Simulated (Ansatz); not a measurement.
A relaxation computed with Ansatz, from input to last step.

```yaml
crystal:
  lattice:
    - [4.163803745, 0.0, 0.0]
    - [0.0, 5.8885077272, 0.0]
    - [0.0, 0.0, 23.3276074899]
  atoms:
    - { symbol: La, position: [0.5, 0.0, 0.3215074672] }
    - { symbol: S, position: [0.5, 0.5, 0.3215074672] }
    - { symbol: La, position: [0.0, 0.5, 0.4107537336] }
    - { symbol: S, position: [0.0, 0.0, 0.4107537336] }
    - { symbol: La, position: [0.5, 0.0, 0.5] }
    - { symbol: S, position: [0.5, 0.5, 0.5] }
    - { symbol: La, position: [0.0, 0.5, 0.5892462664] }
    - { symbol: S, position: [0.0, 0.0, 0.5892462664] }
    - { symbol: La, position: [0.5, 0.0, 0.6784925328] }
    - { symbol: S, position: [0.5, 0.5, 0.6784925328] }
basis:
  ecutwfc: 500
kpoints:
  mp_grid: { grid: [8, 6, 1] }
hamiltonian:
  xc: r2scan
scf:
  occupations: { method: gaussian, width: 0.1 }
output:
  forces: true
  eigenvalues: true
  write_density: true
  write_potential: true
  elf: true
  volumetric_format: npy
relax:
  adjacent_minimum: "off"
  f_tol: 0.02
  max_steps: 60
efield:
  axis: 3
  dipole_correction: true
  ramp_width: 0.04
```

```bash
ansatz run input.yaml --threads 2 --pin off --max-ram 5632MiB --backend cpu --events-out ev --progress --plain --runs-dir out
```

The calculation used Ansatz, DFT r2SCAN, scalar-relativistic, plane waves, PAW.

Of 4 frames 4 are shown, positions in Å and forces in eV/Å; the SCF threshold varies from step to step.

```xyz
10
Lattice="4.1638 0.0000 0.0000 0.0000 5.8885 0.0000 0.0000 0.0000 23.3276" Properties=species:S:1:pos:R:3:forces:R:3 pbc="T T T" step=1 free_energy_over_end_meV_per_atom=18.71
La    2.0819    0.0000    7.5000    0.0000    0.0000    0.6640
S     2.0819    2.9443    7.5000    0.0000    0.0000   -0.0560
La    0.0000    2.9443    9.5819    0.0000    0.0000   -0.3610
S     0.0000    0.0000    9.5819    0.0000    0.0000   -0.3360
La    2.0819    0.0000   11.6638    0.0000    0.0000    0.0000
S     2.0819    2.9443   11.6638    0.0000    0.0000    0.0000
La    0.0000    2.9443   13.7457    0.0000    0.0000    0.3610
S     0.0000    0.0000   13.7457    0.0000    0.0000    0.3360
La    2.0819    0.0000   15.8276    0.0000    0.0000   -0.6640
S     2.0819    2.9443   15.8276    0.0000    0.0000    0.0560
10
Lattice="4.1638 0.0000 0.0000 0.0000 5.8885 0.0000 0.0000 0.0000 23.3276" Properties=species:S:1:pos:R:3:forces:R:3 pbc="T T T" step=2 free_energy_over_end_meV_per_atom=0.63
La    2.0819    0.0000    7.6979    0.0000    0.0000   -0.0040
S     2.0819    2.9443    7.4416    0.0000    0.0000    0.0810
La    0.0000    2.9443    9.4775    0.0000    0.0000    0.0920
S     0.0000    0.0000    9.5898    0.0000    0.0000    0.0070
La    2.0819    0.0000   11.6638    0.0000    0.0000    0.0000
S     2.0819    2.9443   11.6638    0.0000    0.0000    0.0000
La    0.0000    2.9443   13.8501    0.0000    0.0000   -0.0920
S     0.0000    0.0000   13.7378    0.0000    0.0000   -0.0070
La    2.0819    0.0000   15.6297    0.0000    0.0000    0.0040
S     2.0819    2.9443   15.8860    0.0000    0.0000   -0.0810
10
Lattice="4.1638 0.0000 0.0000 0.0000 5.8885 0.0000 0.0000 0.0000 23.3276" Properties=species:S:1:pos:R:3:forces:R:3 pbc="T T T" step=3 free_energy_over_end_meV_per_atom=0.44
La    2.0819    0.0000    7.7395    0.0000    0.0000   -0.0270
S     2.0819    2.9443    7.5114    0.0000    0.0000   -0.0640
La    0.0000    2.9443    9.5315    0.0000    0.0000   -0.0310
S     0.0000    0.0000    9.6176    0.0000    0.0000   -0.0650
La    2.0819    0.0000   11.6638    0.0000    0.0000    0.0000
S     2.0819    2.9443   11.6638    0.0000    0.0000    0.0000
La    0.0000    2.9443   13.7961    0.0000    0.0000    0.0310
S     0.0000    0.0000   13.7100    0.0000    0.0000    0.0650
La    2.0819    0.0000   15.5881    0.0000    0.0000    0.0270
S     2.0819    2.9443   15.8162    0.0000    0.0000    0.0640
10
Lattice="4.1638 0.0000 0.0000 0.0000 5.8885 0.0000 0.0000 0.0000 23.3276" Properties=species:S:1:pos:R:3:forces:R:3 pbc="T T T" step=4 free_energy_over_end_meV_per_atom=0.00
La    2.0819    0.0000    7.7128    0.0000    0.0000    0.0180
S     2.0819    2.9443    7.4830    0.0000    0.0000   -0.0050
La    0.0000    2.9443    9.5138    0.0000    0.0000   -0.0110
S     0.0000    0.0000    9.5994    0.0000    0.0000   -0.0150
La    2.0819    0.0000   11.6638    0.0000    0.0000    0.0000
S     2.0819    2.9443   11.6638    0.0000    0.0000    0.0000
La    0.0000    2.9443   13.8138    0.0000    0.0000    0.0110
S     0.0000    0.0000   13.7282    0.0000    0.0000    0.0150
La    2.0819    0.0000   15.6148    0.0000    0.0000   -0.0180
S     2.0819    2.9443   15.8446    0.0000    0.0000    0.0050
```

Time: 4 min on 2 threads of Intel(R) Xeon(R) 6975P-C (Granite Rapids) (shared host), peak memory 2.1 GiB.

Spin-orbit coupling is left out, which matters for the bands of heavy elements. Spin polarisation was left out, and a magnetic state may lie lower.
